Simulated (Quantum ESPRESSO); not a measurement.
ZnCl$_{2}$ is taken in the tetragonal space group P4₂/nmc, origin choice 1 (No. 137), Pearson symbol tP6. Cell: a = b = 3.679 Å, c = 10.747 Å, α = β = γ = 90.00°. Cl on 4d is surrounded by 2 Zn at 2.289 Å (bent). Zn on 2a is surrounded by 4 Cl at 2.289 Å (tetrahedral). (Neighbours: up to the widest gap in distance over summed covalent radii, below 1.35, at either atom; cation-cation contacts left out.)

Cell and atoms were relaxed with PBE+D3(BJ) from Materials Project entry mp-567279, within its symmetry.

**Question.** What does PBEsol (pw.x of Quantum ESPRESSO, ONCV potentials, no spin-orbit coupling) give for the electronic structure near the Fermi level?

**Answer.** The PBEsol gap is direct, 3.67 eV at Γ.
